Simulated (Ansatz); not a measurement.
Relaxed-ion elastic tensor of Be₂B (fluorite or antifluorite type, space group No. 225) in GPa (Voigt order), LDA (plane waves, PAW; program Ansatz); density 2.09 g/cm³, 7.62 Å³ per atom.

```tsv
	1	2	3	4	5	6
1	280	93.5	93.5	0.0	0.0	0.0
2	93.5	280	93.5	0.0	0.0	0.0
3	93.5	93.5	280	0.0	0.0	0.0
4	0.0	0.0	0.0	144	0.0	0.0
5	0.0	0.0	0.0	0.0	144	0.0
6	0.0	0.0	0.0	0.0	0.0	144
```

Task: Is the crystal mechanically stable?

Result: Yes: the smallest eigenvalue of C is 144 GPa.

Task: Work out the Voigt, Reuss and Hill averages.

Result: K_V = 156, K_R = 156, K_H = 156; G_V = 124, G_R = 118, G_H = 121 GPa.

Task: Give Young's modulus, Poisson's ratio, Pugh's ratio and the universal anisotropy index.

Result: E = 9KG/(3K + G) = 288 GPa; ν = 0.19; K/G = 1.29 (brittle by the Pugh limit of 1.75); A_U = 5G_V/G_R + K_V/K_R − 6 = 0.23.

Task: Estimate the sound speeds and the Debye temperature.

Result: v_l = √((K + 4G/3)/ρ) = 12300 m/s, v_t = √(G/ρ) = 7600 m/s, mean 8380 m/s; Θ = (h/k)(3n/4πV)^(1/3) v_m = 1270 K.

Task: Give the Zener ratio and Young's modulus along [100], [110] and [111].

Result: A = 2C44/(C11 − C12) = 1.55; 1/E = S11 − 2(S11 − S12 − S44/2)Γ with Γ = 0, 1/4, 1/3 gives 233, 299, 330 GPa.

Space group Fm-3m (fluorite or antifluorite type). The workflow started from an entry of the Crystallography Open Database (COD). Its standing as an ambient phase is unchecked. The cell was relaxed with LDA under the symmetry of its start; phonons on a q-mesh show no instability. As this level gives no gap, shear constants depend on the k-mesh and smearing (Fermi–Dirac, 0.1 eV here).

Potentials: the later of the program's two PAW sets.
